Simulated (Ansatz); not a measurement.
SiNi$_{3}$ (Cu3Au type, Pm-3m), DFT-r²SCAN in the program Ansatz with PAW potentials, all energies at zero smearing, with the estimated change up to a 700 eV cutoff added, with one set of potentials and settings (totals compare only within such a set). Cell of 4 atoms (1 Si, 3 Ni): -18176.689 eV.

| element | reference phase | E (eV/atom) |
|---|---|---|
| Si | Fd-3m, 2 atoms in the cell | -639.0667 |
| Ni | Fm-3m, 1 atoms in the cell, spin-polarised | -5845.2912 |

Formation energy per atom, worked out: (-18176.689 − 1×(-639.0667) − 3×(-5845.2912))/4 = -0.437 eV/atom (-42 kJ per mol of atoms), at 0 K, without zero-point energy or fitted corrections.

Symmetry was held in the r²SCAN relaxation; of distortions, only those at the zone centre were tested. The workflow began spin-polarised and lost its moments. The references are the lowest solids computed at this level, not always the standard phases.

Potentials: the later of the program's two PAW sets.
